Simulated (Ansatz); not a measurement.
# MnAu (P4/mmm): compressed by 5 % along z at fixed volume; spin–orbit coupling, moments along [001]

All numbers below come from DFT, LDA, all-electron LAPW, Dirac equation with spin-orbit coupling (Ansatz 0.2.0).

Command: `ansatz run input.yaml --threads 4 --pin off --max-ram 8192MiB --backend cpu --events-out ev --progress --plain --runs-dir out`

The folder start holds the state saved by an earlier run of the same cell, from which the iterations begin.

```yaml
crystal:
  lattice:
    - [3.2715628208, 0.0, 0.0]
    - [0.0, 3.2715628208, 0.0]
    - [0.0, 0.0, 3.14436985]
  atoms:
    - { symbol: Mn, position: [0.5, 0.5, 0.5], spin: 3.8, spin_axis: [0.0, 0.0, 1.0] }
    - { symbol: Au, position: [0.0, 0.0, 0.0] }
magnetization:
  noncollinear: true
  spin_orbit: true
kpoints:
  mp_grid: { grid: [8, 8, 8] }
scf:
  occupations: { method: fermi_dirac, width: 0.1 }
  convergence: { dr2_threshold: 1.0e-08 }
  max_iter: 60
  lower_state_search: "off"
hamiltonian:
  xc: lda
  pseudopotentials: { kind: all_electron, lapw: { basis_error: 0.00025 } }
output:
  eigenvalues: false
  hubbard: { sites: [{ species: Mn, l: d }, { species: Au, l: d }] }
checkpoint:
  write: state
  compress: false
  write_every: 100000
  read: start
```

Log:

```
Warning: checkpoint.read: spin treatment differs: saved collinear, current noncollinear; the saved charge density seeds this run and the saved magnetisation is carried along the axis that this deck's starting moments share; the saved density holds an absolute magnetisation of 4.2e0 μB; saved orbitals and DFT+U occupations are not carried
settings of this run that can trade accuracy for cost: output.eigenvalues: false. Do not mix this run's numbers with those of runs without the same settings; the input reference describes each key
Mn: projections on atomic orbitals take those of the free atom 1s2 2s2 2p6 3s2 3p6 3d5 4s2, of charge +0.00 (hamiltonian.pseudopotentials.projection_atoms)
Au: projections on atomic orbitals take those of the free atom 1s2 2s2 2p6 3s2 3p6 3d10 4s2 4p6 4d10 4f14 5s2 5p6 5d10 6s1, of charge +0.00 (hamiltonian.pseudopotentials.projection_atoms)
LAPW: plane waves up to 8.670 Å⁻¹, error target 2.5e-4 eV per atom; Dirac's equation on spinors; Mn in spheres of 1.358 Å, 15 of its electrons in bands; Au in spheres of 1.439 Å, 43 of its electrons in bands (how accurate: hamiltonian.pseudopotentials.lapw.basis_error, Limitations)
Engine: ansatz 0.2.0
Pseudopotentials: kind: all_electron
Pseudopotential: Mn, LAPW, valence charge 15, lapw/all_electron/dirac/gaussian/Mn, Dirac's equation, gaussian nucleus
Pseudopotential: Au, LAPW, valence charge 43, lapw/all_electron/dirac/gaussian/Au, Dirac's equation, gaussian nucleus
Functional definition: SPW92
  exchange = slater_x
  correlation = pw_c
Crystal: 2 atoms, lattice volume = 33.655 Å³
Basis set: ecut = 286.4123758739954 eV, 381 PW (Γ), exchange–correlation at level 2
Bands: 70, of which v1, the nominal top of the filled ones, is band 58 counted from 1 (57 counted from 0)
Symmetry: 8 space group operations + 8 with time reversal
Magnetic group: BNS 123.345 (UNI 1005), of the structure as read, at distance tolerance 3.2e-5 Å
k-points: 75 of 512 (time reversal used)
Non-local potential: Mn, projectors of the file, none
Non-local potential: Au, projectors of the file, none
Initial density: read from a saved state, or passed on in memory by an earlier SCF of this step, an earlier step, the calling program or the single point that the run made first
Starting moments: Σ|m| = 3.8 μB on 1 of 2 sites; this step starts from the density that it was given
Initial wavefunctions: plane waves of lowest kinetic energy (no species holds an atomic orbital)
Functional: x = slater, c = lda
iter 1 solved again at ethr=9.54e-8 eV; its pass at ethr=1.00e-1 eV (dr2=5.53e-5 eV) is discarded
SCF iter   1: F=—  HF=-549398.428167 eV  |F-HF|=—  |Δ(HF+E_count)|=         —  Δρ=4.97e-4  dr2=6.35e-5  dr2_m=1.30e-5  ethr=9.54e-8  |M|=4.02e0 ∫|m|=4.12e0 μB  β_m=0.30  ⟨swp⟩=4.9  Hψ=42123  notcnv=0
the basis was enlarged: its passes take 2.8 MiB over the memory plan, 4 of 4 planned eigensolver slots
preconditioner: auto → Kerker (q_TF=auto, 2.987 Å⁻¹)  [metal: Δε(μ)=0.032 eV  Ē_g=8.742 eV  σ=0.100 eV  W_gap=0.08  n_scr=18 (ndim 8)  ℏωp=27.2 eV  f_vac=0.000  D(μ)=1.35/eV (n_scr^D=6)]
spin=Noncollinear: Kerker preconditioning applied to the charge; magnetization (m_x, m_y, m_z) channels mix plain (no charge-response kernel on spin).
[...]
the basis was enlarged: its passes take 3.9 MiB over the memory plan, 4 of 4 planned eigensolver slots
SCF iter  12: F=—  HF=-549397.475567 eV  |F-HF|=—  |Δ(HF+E_count)|=   1.79e-5  Δρ=3.07e-5  dr2=1.52e-7  dr2_m=7.29e-8  ethr=1.52e-11 (applied; sched 1.00e-12)  |M|=4.02e0 ∫|m|=4.12e0 μB  β_m=0.98  ⟨swp⟩=3.0  Hψ=16026  notcnv=0
SCF iter  13: F=—  HF=-549397.475567 eV  |F-HF|=—  |Δ(HF+E_count)|=   1.26e-7  Δρ=9.19e-6  dr2=3.45e-9  dr2_m=6.52e-9  ethr=1.56e-11 (applied; sched 1.00e-12)  |M|=4.02e0 ∫|m|=4.12e0 μB  β_m=0.99  ⟨swp⟩=3.0  Hψ=16411  notcnv=0
SCF iter  14: F=—  HF=-549397.475568 eV  |F-HF|=—  |Δ(HF+E_count)|=   2.53e-7  Δρ=1.46e-5  dr2=1.45e-7  dr2_m=3.34e-9  ethr=1.53e-11 (applied; sched 1.00e-12)  |M|=4.02e0 ∫|m|=4.12e0 μB  β_m=0.67  ⟨swp⟩=3.0  Hψ=15995  notcnv=0  recentre
SCF iter  15: F=—  HF=-549397.475567 eV  |F-HF|=—  |Δ(HF+E_count)|=   2.25e-7  Δρ=4.24e-6  dr2=1.06e-8  dr2_m=3.41e-10  ethr=1.52e-11 (applied; sched 1.00e-12)  |M|=4.02e0 ∫|m|=4.12e0 μB  β_m=0.51  ⟨swp⟩=2.9  Hψ=15877  notcnv=0
SCF iter  16: F=-549397.475567 eV  HF=-549397.475567 eV  |F-HF|=5.82e-10  |Δ(HF+E_count)|=   1.66e-8  Δρ=1.34e-6  dr2=1.11e-9  dr2_m=1.45e-11  ethr=1.46e-11 (applied; sched 1.00e-12)  |M|=4.02e0 ∫|m|=4.12e0 μB  ⟨swp⟩=2.2  Hψ=15469  notcnv=0
SCF 1 converged in 16 iterations: F = -549397.475567 eV  dr2 = 1.11e-9
SCF converged after 16 iterations
Magnetization: |M| = 4.0166 μB,  M = (+0.0000, -0.0000, +4.0166) μB
Absolute magnetization: 4.1199 μB (∫|m|)
  site 0: m = (+0.0000, +0.0000, +3.8809) μB, |m| = 3.8809 μB  (R = 1.36 Å)
  site 1: m = (+0.0000, +0.0000, +0.0757) μB, |m| = 0.0757 μB  (R = 1.44 Å)
Free energy (F): -549397.475567 eV
Harris-Foulkes:  -549397.475567 eV  (|F-HF|=5.82e-10)
Internal energy: -549397.429659 eV  (E = F + TS)
E sigma→0 (E₀):  -549397.452613 eV
Entropy (-TS):   -0.045908 eV (-22.954 meV/atom)
Fermi energy:    19.004389 eV
--- Per-component energies (eV) ---
  E_band       = -4300.711756
  E_kinetic    = 626290.459447
  E_xc         = -11022.232553
  E_electrostatic = -1164665.656553  (all electrons and nuclei)
  E_smearing   = -0.045908  (= −TS)
  E_closure    = 0.000000  (closes the sum)
  E_atoms      = -549382.879678  (free atoms, spherical and without spin; not in F)
  Σ components = -549397.475567   (vs F -549397.475567, Δ=0.00e0)
  Basis errors (estimates in eV, not in F): energy 7.2e-5 per atom: plane waves 5.6e-5 (2.9e-5 summed), levels above the bands 2.2e-32, relativity 2.4e-9, radial functions 1.6e-5, core shells 2.1e-8; eigenvalues (radial functions only) 4.3e-7; not estimated: angular momenta, meshes, grids; target (lapw.basis_error) 2.5e-4; muffin-tin radii Mn 1.358 Å, Au 1.439 Å
--- Occupation matrices: 2 shells (Löwdin-built; ε = 2.00e-2, provisional) ---
  Mn0 d_3D: site group D4h (4/mmm)
  Mn0 d_3D spinor Tr n = 5.6404  λ = 0.087 0.098 0.209 0.214 0.215 0.948 0.950 0.952 0.981 0.985  [2× z2 0.50 (Eg 1.00) E1/2g(0.50) | 3× xy 0.33 (T2g 1.00) E3/2g(0.67) | 3× xz 0.33 (T2g 1.00) E3/2g(0.67) | 2× z2 0.50 (Eg 1.00) E1/2g(0.50)]
  Au1 d_5D: site group D4h (4/mmm)
  Au1 d_5D spinor Tr n = 9.6464  λ = 0.934 0.935 0.947 0.954 0.960 0.968 0.981 0.985 0.989 0.993  [10× z2 0.20 (T2g 0.60) E3/2g(0.60)]
  Tr n, λ and their labels are of the run-group-symmetrised matrices; stabiliser: 16 of 32 elements of G0×{1,Θ} (closed), max defect 3.7e-15 at τ = 4.2e-3
settings of this run that can trade accuracy for cost: output.eigenvalues: false. Do not mix this run's numbers with those of runs without the same settings; the input reference describes each key
```

occupations.tsv:

```
# site	symbol	l	channel	k	occupation	cluster	real_ylm_label	real_ylm_weight	cubic_label	cubic_weight	pseudocubic_irrep	site_irrep	w_site_irrep	cell_site_irrep	w_cell_site_irrep
# projection_atom_Mn: 1s2 2s2 2p6 3s2 3p6 3d5 4s2
# projection_atom_Au: 1s2 2s2 2p6 3s2 3p6 3d10 4s2 4p6 4d10 4f14 5s2 5p6 5d10 6s1
# site_irrep/w_site_irrep = the cluster's dominant irrep under the shell's site group (Mulliken, in the setting of the per-shell frame z, x; double-valued rows on a spinor block under rep=spin_orbital) and its weight, the cluster's purity; - without a site group
# cell_site_irrep/w_cell_site_irrep = the same under the site's group on the run's cell, the crystal's operations that keep its lattice, with its own per-shell comment where it differs; - as there, and where that group is no smaller or either group is refused
# basis = Löwdin-built
# labels = run-group-symmetrised matrices
# epsilon = 0.02 provisional = true under_converged = false
# stabiliser = 16/32 closed max_defect = 3.6835e-15 tolerance = 0.0042426
# site 0 Mn l=2_3D: orbit=0, site group D4h (4/mmm), |G|=16, z=[0.000000, 0.000000, 1.000000], x=[1.000000, 0.000000, 0.000000], rep=spin_orbital
0	Mn	2_3D	spinor	0	0.086811	0	z2	0.5000	z2	0.5000	Eg	E1/2g	0.5000	-	-
0	Mn	2_3D	spinor	1	0.098264	0	z2	0.5000	z2	0.5000	Eg	E1/2g	0.5000	-	-
0	Mn	2_3D	spinor	2	0.209287	1	xy	0.3333	xy	0.3333	T2g	E3/2g	0.6667	-	-
0	Mn	2_3D	spinor	3	0.213627	1	xy	0.3333	xy	0.3333	T2g	E3/2g	0.6667	-	-
0	Mn	2_3D	spinor	4	0.215343	1	xy	0.3333	xy	0.3333	T2g	E3/2g	0.6667	-	-
0	Mn	2_3D	spinor	5	0.947891	2	xz	0.3333	xz	0.3333	T2g	E3/2g	0.6667	-	-
0	Mn	2_3D	spinor	6	0.950439	2	xz	0.3333	xz	0.3333	T2g	E3/2g	0.6667	-	-
0	Mn	2_3D	spinor	7	0.952299	2	xz	0.3333	xz	0.3333	T2g	E3/2g	0.6667	-	-
0	Mn	2_3D	spinor	8	0.981286	3	z2	0.4999	z2	0.4999	Eg	E1/2g	0.5000	-	-
0	Mn	2_3D	spinor	9	0.985171	3	z2	0.4999	z2	0.4999	Eg	E1/2g	0.5000	-	-
# Tr n = 5.640418
# site 1 Au l=2_5D: orbit=1, site group D4h (4/mmm), |G|=16, z=[0.000000, 0.000000, 1.000000], x=[1.000000, 0.000000, 0.000000], rep=spin_orbital
1	Au	2_5D	spinor	0	0.933630	0	z2	0.2000	z2	0.2000	T2g	E3/2g	0.6000	-	-
1	Au	2_5D	spinor	1	0.935143	0	z2	0.2000	z2	0.2000	T2g	E3/2g	0.6000	-	-
1	Au	2_5D	spinor	2	0.947484	0	z2	0.2000	z2	0.2000	T2g	E3/2g	0.6000	-	-
1	Au	2_5D	spinor	3	0.954052	0	z2	0.2000	z2	0.2000	T2g	E3/2g	0.6000	-	-
1	Au	2_5D	spinor	4	0.959639	0	z2	0.2000	z2	0.2000	T2g	E3/2g	0.6000	-	-
1	Au	2_5D	spinor	5	0.968349	0	z2	0.2000	z2	0.2000	T2g	E3/2g	0.6000	-	-
1	Au	2_5D	spinor	6	0.980715	0	z2	0.2000	z2	0.2000	T2g	E3/2g	0.6000	-	-
1	Au	2_5D	spinor	7	0.985376	0	z2	0.2000	z2	0.2000	T2g	E3/2g	0.6000	-	-
1	Au	2_5D	spinor	8	0.989460	0	z2	0.2000	z2	0.2000	T2g	E3/2g	0.6000	-	-
1	Au	2_5D	spinor	9	0.992598	0	z2	0.2000	z2	0.2000	T2g	E3/2g	0.6000	-	-
# Tr n = 9.646447
```

Site moments (μB): Mn1 (0.00, 0.00, 3.88); Au2 (0.00, 0.00, 0.08). Cell moment 4.02 μB.

The Ansatz runs typed with the search for lower states off end where their start leads. None of this fixes the real material's magnetic order: only patterns that fit the cell were computed, at zero temperature, with a functional that can overstate moments.

It took 120 s on 4 threads of Arm Neoverse V2, with other jobs on the host, peak memory 1.3 GiB.
